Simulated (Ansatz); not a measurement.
Profile along the N–Ti line in TiN (rock salt)

TiN (rock salt)

Space group Fm-3m (No. 225); a = 4.2333 Å, b = 4.2333 Å, c = 4.2333 Å, α = 90.00°, β = 90.00°, γ = 90.00°

```
atom  site  symmetry       x       y       z
----  ----  --------  ------  ------  ------
N       4a      m-3m  0.0000  0.0000  0.0000
Ti      4b      m-3m  0.5000  0.5000  0.5000
```
(The calculation used a cell of 2 atoms; values per cell refer to that cell.)

Fields along a shortest N–Ti line of a {100} plane (2.12 Å), from N to Ti, interpolated on the slice's grid (step about 0.1 Å). Calculation: r2SCAN (plane waves to 500 eV, PAW, scalar-relativistic; Ansatz, a first-principles code). k mesh 19×19×19. Inside the PAW spheres the values are not all-electron values, and peaks at nuclei hang on which shells count as valence. The PAW data are Ansatz's earlier set. TiN is run without spin polarisation. TiN was relaxed with its symmetry unable to fall.

| distance from N (Å) | valence electron density (e/Å³) | electron localisation function |
|---|---|---|
| 0.00 | 3.23 | x |
| 0.21 | 3.44 | x |
| 0.42 | 2.85 | 0.66 |
| 0.64 | 1.49 | 0.81 |
| 0.85 | 0.76 | 0.66 |
| 1.06 | 0.51 | 0.18 |
| 1.27 | 0.82 | 0.23 |
| 1.48 | 2.76 | 0.64 |
| 1.70 | 6.87 | 0.74 |
| 1.91 | 10.69 | x |
| 2.12 | 12.04 | x |

x: too close to a nucleus for the ELF to mean much.

Density on the N–Ti line (2.12 Å) at its midpoint: 0.51 e/Å³. ELF at that point: 0.18.
